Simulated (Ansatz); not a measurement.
Ga$_{2}$O$_{3}$:
```xyz
10
Lattice="6.2277 1.5416 0.0000 -6.2277 1.5416 0.0000 -1.3917 0.0000 5.7101" Properties=species:S:1:pos:R:3 pbc="T T T"
Ga    -2.9286     1.5416     3.9161
Ga     1.5369     1.5416     1.7941
Ga     4.8223     1.5416     1.1721
Ga    -6.2140     1.5416     4.5381
O     -0.9847     1.5416     4.2444
O     -0.4070     1.5416     1.4657
O      3.4579     1.5416     2.4876
O     -4.8496     1.5416     3.2225
O     -4.3431     1.5416     0.6233
O      2.9515     1.5416     5.0868
```

Plane-wave PAW PBE (Ansatz code) gives a gap of 2.01 eV without spin–orbit coupling, maximum on the M2–D line, 19 % of the way from M2, minimum at Γ.

**Question.** What happens when spin–orbit coupling is switched on?

**Answer.** The gap hardly moves, to 2.01 eV; maximum on the M2–D line, 19 % of the way from M2, minimum at Γ.

**Question.** Give the electron effective mass with spin–orbit coupling.

**Answer.** 0.22, 0.22, 0.23 mₑ (principal values).

**Question.** Give the hole effective mass with spin–orbit coupling.

**Answer.** 3.4, 4.0, 4.7 mₑ (principal values).

Space group C2/m. The PBE relaxation kept the symmetry of its start.

Potentials: the earlier of the program's two PAW sets.
